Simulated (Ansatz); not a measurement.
A 4-atom cell of P (Cmce) from a materials database: a relaxation of cell and atoms in the plane-wave code Ansatz (r2SCAN+rVV10). It starts from the PBE-D3(BJ) minimum.

```yaml
crystal:
  lattice:
    - [1.6603531719, -5.0810874905, 0.0]
    - [1.6603531719, 5.0810874905, 0.0]
    - [0.0, 0.0, 4.1694038144]
  atoms:
    - { symbol: P, position: [0.3933306686, 0.6066693314, 0.9281542361] }
    - { symbol: P, position: [0.6066693314, 0.3933306686, 0.0718457639] }
    - { symbol: P, position: [0.1066693314, 0.8933306686, 0.4281542361] }
    - { symbol: P, position: [0.8933306686, 0.1066693314, 0.5718457639] }
kpoints:
  mp_grid: { grid: [8, 8, 6] }
hamiltonian:
  xc: r2scan
  dispersion: rvv10
scf:
  occupations: { method: fermi_dirac, width: 0.02 }
relax:
  f_tol: 0.005
  cell: {}
```

The trajectory has 7 recorded frames, each with positions in Å and forces in eV/Å. The last, and any step after a large change of cell, is solved on a basis re-selected at its cell; pressure is positive in compression.

Step 1: energy 0.0 meV/atom from step 1, largest force component 0.256 eV/Å, pressure +2.26 GPa
```xyz
4
Lattice="1.6604 -5.0811 0.0000 1.6604 5.0811 0.0000 0.0000 0.0000 4.1694" Properties=species:S:1:pos:R:3:forces:R:3 pbc="T T T"
P     1.6604    1.0840    3.8699    0.0000   -0.1826   -0.2556
P     1.6604   -1.0840    0.2996    0.0000    0.1826    0.2556
P     1.6604    3.9971    1.7851    0.0000    0.1826   -0.2556
P     1.6604   -3.9971    2.3843    0.0000   -0.1826    0.2556
```

Step 2: energy -19.5 meV/atom from step 1, largest force component 0.071 eV/Å, pressure -0.39 GPa
```xyz
4
Lattice="1.6911 -5.3281 0.0000 1.6911 5.3281 0.0000 0.0000 0.0000 4.2994" Properties=species:S:1:pos:R:3:forces:R:3 pbc="T T T"
P     1.6911    1.0641    3.9496    0.0000    0.0318    0.0714
P     1.6911   -1.0641    0.3498    0.0000   -0.0318   -0.0714
P     1.6911    4.2639    1.7999    0.0000   -0.0318    0.0714
P     1.6911   -4.2639    2.4995    0.0000    0.0318   -0.0714
```

Step 3: energy -24.4 meV/atom from step 1, largest force component 0.061 eV/Å, pressure -0.16 GPa
```xyz
4
Lattice="1.6705 -5.3408 0.0000 1.6705 5.3408 0.0000 0.0000 0.0000 4.3566" Properties=species:S:1:pos:R:3:forces:R:3 pbc="T T T"
P     1.6705    1.0636    4.0021    0.0000    0.0305   -0.0605
P     1.6705   -1.0636    0.3545    0.0000   -0.0305    0.0605
P     1.6705    4.2771    1.8238    0.0000   -0.0305   -0.0605
P     1.6705   -4.2771    2.5328    0.0000    0.0305    0.0605
```

Step 4: energy -26.6 meV/atom from step 1, largest force component 0.048 eV/Å, pressure -0.03 GPa
```xyz
4
Lattice="1.6503 -5.3449 0.0000 1.6503 5.3449 0.0000 0.0000 0.0000 4.4585" Properties=species:S:1:pos:R:3:forces:R:3 pbc="T T T"
P     1.6503    1.0607    4.0826    0.0000   -0.0074   -0.0476
P     1.6503   -1.0607    0.3759    0.0000    0.0074    0.0476
P     1.6503    4.2842    1.8534    0.0000    0.0074   -0.0476
P     1.6503   -4.2842    2.6051    0.0000   -0.0074    0.0476
```

Step 5: energy -26.7 meV/atom from step 1, largest force component 0.002 eV/Å, pressure +0.03 GPa
```xyz
4
Lattice="1.6515 -5.3434 0.0000 1.6515 5.3434 0.0000 0.0000 0.0000 4.4633" Properties=species:S:1:pos:R:3:forces:R:3 pbc="T T T"
P     1.6515    1.0593    4.0839    0.0000   -0.0010    0.0020
P     1.6515   -1.0593    0.3794    0.0000    0.0010   -0.0020
P     1.6515    4.2841    1.8523    0.0000    0.0010    0.0020
P     1.6515   -4.2841    2.6110    0.0000   -0.0010   -0.0020
```

Step 6: energy -26.7 meV/atom from step 1, largest force component 0.001 eV/Å, pressure -0.01 GPa
```xyz
4
Lattice="1.6519 -5.3433 0.0000 1.6519 5.3433 0.0000 0.0000 0.0000 4.4650" Properties=species:S:1:pos:R:3:forces:R:3 pbc="T T T"
P     1.6519    1.0591    4.0853    0.0000   -0.0012   -0.0003
P     1.6519   -1.0591    0.3797    0.0000    0.0012    0.0003
P     1.6519    4.2842    1.8528    0.0000    0.0012   -0.0003
P     1.6519   -4.2842    2.6122    0.0000   -0.0012    0.0003
```

Step 7: energy -26.9 meV/atom from step 1, largest force component 0.001 eV/Å, pressure -0.01 GPa
```xyz
4
Lattice="1.6519 -5.3433 0.0000 1.6519 5.3433 0.0000 0.0000 0.0000 4.4650" Properties=species:S:1:pos:R:3:forces:R:3 pbc="T T T"
P     1.6519    1.0591    4.0853    0.0000   -0.0012   -0.0004
P     1.6519   -1.0591    0.3797    0.0000    0.0012    0.0004
P     1.6519    4.2842    1.8528    0.0000    0.0012   -0.0004
P     1.6519   -4.2842    2.6122    0.0000   -0.0012    0.0004
```

The walk took 6 steps and changed the volume by +12.0 %. The last SCF, on a fresh basis, lies 26.9 meV an atom below the first. Final cell: the symmetry is Cmce (No. 64, orthorhombic); a = 3.304 Å, b = 10.687 Å, c = 4.465 Å in the conventional setting, 19.71 Å³ an atom. P has 3 P at 2.21–2.25 Å.

Command: `ansatz run input.yaml --threads 2 --pin off --max-ram 29491MiB --backend cpu --events-out ev --progress --plain --runs-dir out`.

Task: It ran on 2 threads of AMD EPYC 7R13 Processor (Zen 3) (shared host), load about 0.9 per core. About how long did it take, and what peak of host memory did it reach?

Result: About 49 s, with a peak of 1 GiB.

The values are computed, spin-unpolarised, and not measurements.
